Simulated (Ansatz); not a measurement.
With the program Ansatz at the PBE level (PAW), Sn3Ge in the tetragonal phase (P-4m2; Ge on 1a, Sn on 2g, Sn on 1c) relaxes to a = 4.549 Å, c = 6.455 Å. Ge has 4 nearest neighbours from 2.73 Å (tetrahedral); Sn on 2g has 4 nearest neighbours from 2.73 Å (tetrahedral); Sn on 1c has 4 nearest neighbours from 2.85 Å (tetrahedral). Its formation energy from the elements is 0.034 eV/atom, with no fitted shifts.

Electronic character: metallic (no gap).

The start of the workflow was typed in or built on a structure type; neither database checked (COD, Materials Project) lists it. Its standing as an ambient phase is unchecked. The PBE relaxation kept the symmetry of its start; whether a distortion lowers the energy is not shown. The references are the lowest solids computed at this level, not always the standard phases. Spin–orbit coupling is left out wherever it is not named.

Potentials: the earlier of the program's two PAW sets.
